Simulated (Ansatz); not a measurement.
## Fermi surface of ScPd (Pm-3m)

```xyz
2
Lattice="3.2308 0.0000 0.0000 0.0000 3.2308 0.0000 0.0000 0.0000 3.2308" Properties=species:S:1:pos:R:3 pbc="T T T"
Sc    1.6154    1.6154    1.6154
Pd    0.0000    0.0000    0.0000
```

Level of theory, where no other is named: LDA, all-electron LAPW in Ansatz 0.2.0, scalar-relativistic. k mesh 12×12×12, fine mesh 16×16×16, Fermi-Dirac smearing of 0.100 eV, basis error target 1 meV/atom. The cell was relaxed by PAW under this functional, which moved its volume by -5 % from the database entry's. This phase needn't be the one found at ambient conditions.

Levels and slopes are solved on a 16×16×16 mesh, and each state is taken as quadratic over its cell.

Q: What is the density of states at the Fermi level, and which bare Sommerfeld coefficient follows?

A: N(E_F) = 0.701 states/eV/atom (both spins), so γ = (π²/3) k_B² N(E_F) = 1.65 mJ/(mol-atom K²) without electron-phonon or spin-fluctuation enhancement.

Q: What Drude plasma energy and σ/τ do the band velocities give?

A: (ħω_p,α)² = (e²/ε₀VN_k) Σ_nkσ (∂E/∂k_α)² δ(E − E_F) gives ħω_p = (7.11, 7.11, 7.11) eV along x, y, z, and σ/τ = ε₀ω_p² = 10.3×10²⁰ Ω⁻¹m⁻¹s⁻¹ along x. Weighted by the density of states, the mean Fermi speed is 0.647×10⁶ m/s; the surface has an area of 21.9 Å⁻² for each spin direction.

Q: Which bands cross the Fermi level, and what do they carry?

A: 

```csv
band,filled part,N (states/eV/cell),speed (10⁶ m/s),5th to 95th percentile,area (Å⁻²),filling
1,0.42,0.929,0.768,0.53 to 0.99,17.3,partly filled
2,0.08,0.473,0.409,0.21 to 0.62,4.68,nearly empty
```

Q: Map the plane k₃ = 0 of the mesh: how many bands lie under the Fermi level at each point, counted from the least on the plane?

A: k₁ runs to the right and k₂ upwards, each from −½ to ½ with 0 in the middle (the axes needn't be at right angles):
```
0001111121111100
1000000000000000
1100000000000001
1100000000000001
1100000000000001
1100000000000001
2100000000000001
2200000000000002
2100000000000001
1100000000000001
1100000000000001
1100000000000001
1100000000000001
1000000000000000
0001111121111100
0011111222111110
```

Q: On PAW files the program sums the optical response inside the mesh cells, interband lines and its own Drude term. Where does ε₁ rise through zero (a sharp plasmon if ε₂ is small there), and how much light is reflected?

A: 

```
Fine mesh                         : 16, 16, 16
Window top                        : 20 eV
Line width                        : 0.2 eV
Drude damping                     : 0.05 eV
ε₁ rises through zero at x        : 2.41, 10.76 eV
ε₂ there x                        : 4.56, 0.97
Plasma energy (x, y, z)           : 6.711, 6.711, 6.711 eV
Reflectivity at 1 eV, x-polarised : 0.8445
Reflectivity at 2 eV, x-polarised : 0.5776
Reflectivity at 3 eV, x-polarised : 0.2401
```

The plasma energy here is the program's own sum at the run's smearing; it differs from the value above by up to 6 %, through mesh and smearing.

Q: What does PAW give for the same cell?

A: N(E_F) = 0.701 states/eV/atom and ħω_p,x = 7.11 eV.

Limits of these numbers: these sums move with the mesh, by several per cent and more for small sheets; frozen-core PAW files fitted under PBE, their cores solved anew for the functional of the run.
